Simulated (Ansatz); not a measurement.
## rocksalt-structured TaBi

Computed with Ansatz (plane waves, PAW, 420 eV cutoff): PBEsol, scalar-relativistic, no spin polarisation, Γ-centred 10×10×10 mesh, 0.05 eV Gaussian smearing; PAW files: Ansatz's generated set soft_2.

```
Ta Bi
1.0
     0.00000    2.87151    2.87151
     2.87151    0.00000    2.87151
     2.87151    2.87151    0.00000
Ta Bi
1 1
Direct
  0.50000 0.50000 0.50000
  0.00000 0.00000 0.00000
```

This is a trial structure made by placing the elements on a prototype's sites, so it needn't be the stable form.

Path: Γ–X–U | K–Γ–L–W–X, with Γ = (0.000, 0.000, 0.000), X = (0.500, 0.000, 0.500), U = (0.625, 0.250, 0.625), K = (0.375, 0.375, 0.750), L = (0.500, 0.500, 0.500), W = (0.500, 0.250, 0.750) in reciprocal vectors of the calculation's cell.

Levels between -5 and 3 eV from the Fermi level at the path's named points:
| point | below E_F (eV) | above E_F (eV) |
| --- | --- | --- |
| Γ | -1.01 -1.01 -1.01 -0.29 -0.29 | 0.74 0.74 0.74 2.83 |
| X | -4.82 -2.42 -1.76 -1.76 | 0.35 0.43 1.04 1.04 2.98 |
| U and K | -4.77 -4.55 -2.85 -1.03 | 0.66 1.30 1.39 2.41 |
| L | -3.57 -3.57 | 0.37 0.37 0.51 2.86 |
| W | -4.31 -4.22 -4.22 | 0.43 0.45 0.45 1.04 2.04 |

**Question.** By these bands, is it a metal or an insulator, and if it has a gap, where are the band edges on this path?

**Answer.** A metal: bands cross the Fermi level.

No spin–orbit coupling, a notable omission for heavy elements.
